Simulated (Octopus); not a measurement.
**GaN (P63mc, No. 186): Octopus summary**

GaN (P63mc, No. 186):
```
CELL_PARAMETERS angstrom
      3.18893     0.00000     0.00000
     -1.59446     2.76169     0.00000
      0.00000     0.00000     5.19236
ATOMIC_POSITIONS crystal
  Ga 0.66667 0.33333 0.49908
  Ga 0.33333 0.66667 0.99908
  N  0.66667 0.33333 0.87592
  N  0.33333 0.66667 0.37592
```
The cell is a database entry, not relaxed again.

All numbers are Octopus results at the level LDA (grid spacing about 0.16 Å, Γ-centred 12×12×4 k-mesh, no spin polarisation; PseudoDojo 0.4 LDA potentials), not measurements. Spin-orbit coupling is left out.

Problem. What band gap does LDA give on the standard high-symmetry path?

Solution. 1.96 eV, direct at Γ. A grid finer by a fifth moves the gap between mesh points by 0.02 eV.
